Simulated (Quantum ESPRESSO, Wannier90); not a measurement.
## Wannierisation of ZnCdSe2 (P3m1)

Structure: Materials Project mp-1215451, symmetrised, not relaxed again. Not found in the COD (Crystallography Open Database) copy used; not checked further. Computed values, not measurements, from PBEsol: Quantum ESPRESSO (norm-conserving PseudoDojo potentials, cutoff 82 Ry, no spin polarisation, no spin-orbit coupling) on a Γ-centred 6×6×4 mesh, then Wannier90. Density: 12×12×6 mesh, Gaussian smearing 0.01 Ry. Spin-orbit coupling, left out, would split the p-like bands by a few tenths of an eV.

On the energy scale of pw.x, whose zero is arbitrary, the valence-band maximum lies at 7.24 eV.

Input w.win:

```
num_bands = 30
num_wann = 16
exclude_bands = 1-18,21-30
num_iter = 1000
conv_tol = 1.0e-4
conv_window = 4
dis_num_iter = 1000
dis_conv_tol = 1.0e-6
dis_froz_max = 9.29
write_hr = true
write_u_matrices = true
begin projections
f=0.00979,0.01275,-0.00143: s;p
f=-0.34039,0.33701,0.49279: s;p
f=-0.33247,0.32557,0.10335: s;p
f=0.01366,0.00645,-0.35772: s;p
end projections
begin unit_cell_cart
ang
    4.2249698483    0.0000000000    0.0000000000
   -2.1124849242    3.6589312189    0.0000000000
    0.0000000000    0.0000000000    6.9253300000
end unit_cell_cart
begin atoms_frac
Zn   0.0000000000  0.0000000000  0.0001300000
Cd  -0.3333333333  0.3333333333  0.4971400000
Se  -0.3333333333  0.3333333333  0.1085400000
Se   0.0000000000  0.0000000000 -0.3578000000
end atoms_frac
mp_grid = 6 6 4
begin kpoints
0.0000000000 0.0000000000 0.0000000000
0.0000000000 0.0000000000 0.2500000000
0.0000000000 0.0000000000 0.5000000000
... (141 more lines: the 6x6x4 mesh through Gamma)
end kpoints
```

Input of pw2wannier90.x that gives the overlap and projection files (equivalent; here they were cut from one run over all bands):

```
&inputpp
  outdir = './out'
  prefix = 'pwscf'
  seedname = 'w'
  write_amn = .true.
  write_mmn = .true.
/
```

Output w.wout (banner and timings cut):

```
                                    ------
                                    SYSTEM
                                    ------

                              Lattice Vectors (Ang)
                    a_1     4.224970   0.000000   0.000000
                    a_2    -2.112485   3.658931   0.000000
                    a_3     0.000000   0.000000   6.925330

                   Unit Cell Volume:     107.05780  (Ang^3)

                        Reciprocal-Space Vectors (Ang^-1)
                    b_1     1.487155   0.858609  -0.000000
                    b_2     0.000000   1.717219   0.000000
                    b_3     0.000000  -0.000000   0.907276

 *----------------------------------------------------------------------------*
 |   Site       Fractional Coordinate          Cartesian Coordinate (Ang)     |
 +----------------------------------------------------------------------------+
 | zn   1   0.00000   0.00000   0.00013   |    0.00000   0.00000   0.00090    |
 | cd   1  -0.33333   0.33333   0.49714   |   -2.11248   1.21964   3.44286    |
 | se   1  -0.33333   0.33333   0.10854   |   -2.11248   1.21964   0.75168    |
 | se   2   0.00000   0.00000  -0.35780   |    0.00000   0.00000  -2.47788    |
 *----------------------------------------------------------------------------*
                                ------------
                                K-POINT GRID
                                ------------

             Grid size =  6 x  6 x  4      Total points =  144

 *---------------------------------- MAIN ------------------------------------*
 |  Number of Wannier Functions               :                16             |
 |  Number of Objective Wannier Functions     :                16             |
 |  Number of input Bloch states              :                30             |
 |  Output verbosity (1=low, 5=high)          :                 1             |
 |  Timing Level (1=low, 5=high)              :                 1             |
 |  Optimisation (0=memory, 3=speed)          :                 3             |
 |  Length Unit                               :               Ang             |
 |  Post-processing setup (write *.nnkp)      :                 F             |
 |  Using Gamma-only branch of algorithms     :                 F             |
 *----------------------------------------------------------------------------*
 *------------------------------- WANNIERISE ---------------------------------*
 |  Total number of iterations                :              1000             |
 |  Number of CG steps before reset           :                 5             |
 |  Trial step length for line search         :             2.000             |
 |  Convergence tolerence                     :         0.100E-03             |
 |  Convergence window                        :                 4             |
 |  Iterations between writing output         :                 1             |
 |  Iterations between backing up to disk     :               100             |
 |  Write r^2_nm to file                      :                 F             |
 |  Write xyz WF centres to file              :                 F             |
 |  Write on-site energies <0n|H|0n> to file  :                 F             |
 |  Use guiding centre to control phases      :                 F             |
 |  Use phases for initial projections        :                 F             |
 *----------------------------------------------------------------------------*
 *------------------------------- DISENTANGLE --------------------------------*
 |  Using band disentanglement                :                 T             |
 |  Total number of iterations                :              1000             |
 |  Mixing ratio                              :             0.500             |
 |  Convergence tolerence                     :         1.000E-06             |
 |  Convergence window                        :                 3             |
 *----------------------------------------------------------------------------*
 *-------------------------------- PLOTTING ----------------------------------*
 |  Plotting Hamiltonian in WF basis          :                 T             |
 *----------------------------------------------------------------------------*

 *---------------------------------- K-MESH ----------------------------------*
 +----------------------------------------------------------------------------+
 |                    Distance to Nearest-Neighbour Shells                    |
 |                    ------------------------------------                    |
 |          Shell             Distance (Ang^-1)          Multiplicity         |
 |          -----             -----------------          ------------         |
 |             1                   0.226819                      2            |
 |             2                   0.286203                      6            |
 |             3                   0.365184                     12            |
 |             4                   0.453638                      2            |
 |             5                   0.495718                      6            |
 |             6                   0.536376                     12            |
 |             7                   0.545145                     12            |
 |             8                   0.572406                      6            |
       ... (lines left out)
 +----------------------------------------------------------------------------+
 | The b-vectors are chosen automatically                                     |
 | The following shells are used:                       1,  2                 |
 +----------------------------------------------------------------------------+
 |                        Shell   # Nearest-Neighbours                        |
 |                        -----   --------------------                        |
 |                          1               2                                 |
 |                          2               6                                 |
 +----------------------------------------------------------------------------+
 | Completeness relation is fully satisfied [Eq. (B1), PRB 56, 12847 (1997)]  |
 +----------------------------------------------------------------------------+
 |                  b_k Vectors (Ang^-1) and Weights (Ang^2)                  |
 |                  ----------------------------------------                  |
 |            No.         b_k(x)      b_k(y)      b_k(z)        w_b           |
 |            ---        --------------------------------     --------        |
 |             1         0.000000    0.000000    0.226819     9.718768        |
 |             2         0.000000    0.000000   -0.226819     9.718768        |
 |             3         0.000000    0.286203    0.000000     4.069396        |
 |             4         0.247859    0.143102    0.000000     4.069396        |
 |             5         0.000000   -0.286203    0.000000     4.069396        |
 |             6         0.247859   -0.143102    0.000000     4.069396        |
 |             7        -0.247859   -0.143102    0.000000     4.069396        |
 |             8        -0.247859    0.143102    0.000000     4.069396        |
 +----------------------------------------------------------------------------+
 |                           b_k Directions (Ang^-1)                          |
 |                           -----------------------                          |
 |            No.           x           y           z                         |
 |            ---        --------------------------------                     |
 |             1         0.000000    0.000000    0.226819                     |
 |             2         0.000000    0.286203    0.000000                     |
 |             3         0.247859    0.143102    0.000000                     |
 |             4         0.247859   -0.143102    0.000000                     |
 +----------------------------------------------------------------------------+

 Starting a new Wannier90 calculation ...

 Reading overlaps from w.mmn

 Reading projections from w.amn

 *------------------------------- DISENTANGLE --------------------------------*
 +----------------------------------------------------------------------------+
 |                              Energy  Windows                               |
 |                              ---------------                               |
 |                   Outer:   -5.46063  to   25.83492  (eV)                   |
 |                   Inner:   -5.46063  to    9.29000  (eV)                   |
 +----------------------------------------------------------------------------+
   Number of target bands to extract:   16

                   Unitarised projection of Wannier functions
                   ------------------------------------------
   A_mn = <psi_m|g_n> --> S = A.A^+ --> U = S^-1/2.A
   In dis_project... done
   Using an inner window (linner = T)
   In dis_proj_froz... done

                   Extraction of optimally-connected subspace
                   ------------------------------------------
 +---------------------------------------------------------------------+<-- DIS
 |  Iter     Omega_I(i-1)      Omega_I(i)      Delta (frac.)           |<-- DIS
 +---------------------------------------------------------------------+<-- DIS
       1      29.22444573      27.20031172       7.442E-02    <-- DIS
       2      27.96585668      26.63270227       5.006E-02    <-- DIS
       3      27.19661293      26.24264063       3.635E-02    <-- DIS
       4      26.63693987      25.95209306       2.639E-02    <-- DIS
       5      26.22614209      25.72843517       1.934E-02    <-- DIS
       6      25.91968625      25.55236288       1.438E-02    <-- DIS
       ... (lines left out)
     101      24.60650620      24.60642476       3.310E-06    <-- DIS
       ... (lines left out)
     131      24.60467318      24.60464912       9.776E-07    <-- DIS
     132      24.60464193      24.60461895       9.341E-07    <-- DIS
     133      24.60461190      24.60458994       8.922E-07    <-- DIS

             <<<      Delta < 1.000E-06  over  3 iterations     >>>
             <<< Disentanglement convergence criteria satisfied >>>

        Final Omega_I    24.60458994 (Ang^2)

 +----------------------------------------------------------------------------+

 Writing checkpoint file w.chk... done

 *------------------------------- WANNIERISE ---------------------------------*
 +--------------------------------------------------------------------+<-- CONV
 | Iter  Delta Spread     RMS Gradient      Spread (Ang^2)            |<-- CONV
 +--------------------------------------------------------------------+<-- CONV

 ------------------------------------------------------------------------------
 Initial State
  WF centre and spread    1  (  0.003686,  0.021264, -0.007095 )     2.38145804
  WF centre and spread    2  ( -0.000842,  0.000669,  0.225375 )     2.76752637
  WF centre and spread    3  ( -0.005761, -0.138784, -0.072642 )     2.70813171
  WF centre and spread    4  ( -0.000206,  0.126808, -0.073897 )     2.68315039
  WF centre and spread    5  ( -2.125558,  1.221117,  3.447942 )     2.62290090
  WF centre and spread    6  ( -2.115127,  1.219798,  3.593126 )     3.11330526
  WF centre and spread    7  ( -2.105626,  1.325425,  3.341512 )     3.09861457
  WF centre and spread    8  ( -2.115496,  1.107556,  3.342176 )     3.08707134
  WF centre and spread    9  ( -2.096657,  1.193026,  0.738211 )     1.16075507
  WF centre and spread   10  ( -2.111437,  1.218569,  0.694750 )     1.78409937
  WF centre and spread   11  ( -2.126970,  1.278524,  0.789362 )     1.79501840
  WF centre and spread   12  ( -2.111516,  1.179831,  0.789579 )     1.80276474
  WF centre and spread   13  (  0.037328,  0.017377, -2.496763 )     1.24197823
  WF centre and spread   14  (  0.001789,  0.000340, -2.582327 )     1.87049614
  WF centre and spread   15  ( -0.029080, -0.064748, -2.441248 )     1.81770953
  WF centre and spread   16  (  0.002893,  0.051480, -2.440142 )     1.81868351
  Sum of centres and spreads (-16.898580,  9.758251,  6.847919 )    35.75366356

      0     0.358E+02     0.0000000000       35.7536635448  <-- CONV
        O_D=      0.0187737 O_OD=     11.1302999 O_TOT=     35.7536635 <-- SPRD
 ------------------------------------------------------------------------------
      1    -0.273E+00     0.3710375452       35.4805329336  <-- CONV
        O_D=      0.0253941 O_OD=     10.8505489 O_TOT=     35.4805329 <-- SPRD
      2    -0.250E+00     0.5651347056       35.2306948944  <-- CONV
        O_D=      0.0245539 O_OD=     10.6015511 O_TOT=     35.2306949 <-- SPRD
      3    -0.102E+00     0.3960609713       35.1282307609  <-- CONV
        O_D=      0.0208666 O_OD=     10.5027742 O_TOT=     35.1282308 <-- SPRD
      4    -0.436E-01     0.2457149220       35.0846087727  <-- CONV
        O_D=      0.0201333 O_OD=     10.4598856 O_TOT=     35.0846088 <-- SPRD
      5    -0.363E-01     0.1947590465       35.0483172659  <-- CONV
        O_D=      0.0210468 O_OD=     10.4226805 O_TOT=     35.0483173 <-- SPRD
       ... (lines left out)
    100    -0.774E-03     0.0305777819       28.2426491137  <-- CONV
        O_D=      0.0118825 O_OD=      3.6261767 O_TOT=     28.2426491 <-- SPRD
       ... (lines left out)
    149    -0.842E-04     0.0125204305       28.2269100714  <-- CONV
        O_D=      0.0118327 O_OD=      3.6104874 O_TOT=     28.2269101 <-- SPRD
    150    -0.947E-04     0.0098407984       28.2268154177  <-- CONV
        O_D=      0.0118279 O_OD=      3.6103975 O_TOT=     28.2268154 <-- SPRD
    151    -0.882E-04     0.0096004519       28.2267272015  <-- CONV
        O_D=      0.0118244 O_OD=      3.6103129 O_TOT=     28.2267272 <-- SPRD
             <<<     Delta < 1.000E-04  over  4 iterations     >>>
             <<< Wannierisation convergence criteria satisfied >>>
 Final State
  WF centre and spread    1  (  0.662644, -0.382081, -0.251076 )     1.97699798
  WF centre and spread    2  ( -0.000607, -0.000181,  0.821593 )     1.99531174
  WF centre and spread    3  ( -0.662771, -0.381604, -0.251127 )     1.97717294
  WF centre and spread    4  ( -0.000154,  0.765372, -0.249593 )     1.97747568
  WF centre and spread    5  ( -2.803998,  1.618184,  3.143529 )     2.24604945
  WF centre and spread    6  ( -2.112454,  1.220926,  4.296427 )     2.26297618
  WF centre and spread    7  ( -1.421471,  1.618362,  3.141517 )     2.24417720
  WF centre and spread    8  ( -2.113750,  0.421201,  3.144605 )     2.24559174
  WF centre and spread    9  ( -1.694796,  1.466753,  0.936192 )     1.35479842
  WF centre and spread   10  ( -2.100680,  1.231969,  0.251468 )     1.43933466
  WF centre and spread   11  ( -2.545345,  1.454363,  0.916276 )     1.35774112
  WF centre and spread   12  ( -2.109024,  0.724536,  0.907976 )     1.36005002
  WF centre and spread   13  (  0.405282, -0.237153, -2.312431 )     1.46582751
  WF centre and spread   14  (  0.008113, -0.009079, -2.997331 )     1.39872564
  WF centre and spread   15  ( -0.414613, -0.229716, -2.325335 )     1.46255818
  WF centre and spread   16  (  0.002103,  0.476411, -2.331746 )     1.46193877
  Sum of centres and spreads (-16.901522,  9.758264,  6.840945 )    28.22672722

         Spreads (Ang^2)       Omega I      =    24.604589943
        ================       Omega D      =     0.011824383
                               Omega OD     =     3.610312875
    Final Spread (Ang^2)       Omega Total  =    28.226727201
```
